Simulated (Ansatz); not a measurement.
MgS (rock salt)

```
CELL_PARAMETERS angstrom
      0.00000     2.60157     2.60157
      2.60157     0.00000     2.60157
      2.60157     2.60157     0.00000
ATOMIC_POSITIONS crystal
  S  0.00000 0.00000 0.00000
  Mg 0.50000 0.50000 0.50000
```

In this cell atom 2 (Mg, nearest neighbour S at 2.602 Å; its periodic images, 3.7 Å or more away, move with it) is moved by s towards the nearest neighbour, unit vector (0.000, -1.000, 0.000); all other atoms and the cell stay fixed.

Computed with r2SCAN (plane waves to 500 eV, PAW, scalar-relativistic; Ansatz, an electronic-structure program). k mesh 9×9×9 (Γ-centred), Fermi-Dirac smearing 0.05 eV. E stands for the smeared free energy. MgS was relaxed with its symmetry unable to fall. ΔE is measured from the undisplaced structure.

```
s (Å)   ΔE (meV/cell)
------  -------------
-0.520       withheld
-0.416            383
-0.312            181
-0.208             70
-0.104             16
0.000               0
0.104              16
0.208              70
0.312             181
0.416             383
0.520        withheld
```

Problem. Fit an even polynomial form (powers 2, 4) to the given rows and predict ΔE at s = 0.520.

Solution. Least squares on the 9 given rows: ΔE = (1411)·s² + (4633)·s⁴, in meV/cell with s in Å; root-mean-square residual 0.2 meV/cell. At 0.520 the fit gives 720 meV/cell; the calculation gives 727 meV/cell, so the extrapolation is off by -7 (-1.0 %). The quadratic term alone would give 382 meV/cell.

(For displaced atoms, the force is minus the slope of the energy, and its curvature is a force constant, which sets phonon frequencies.)
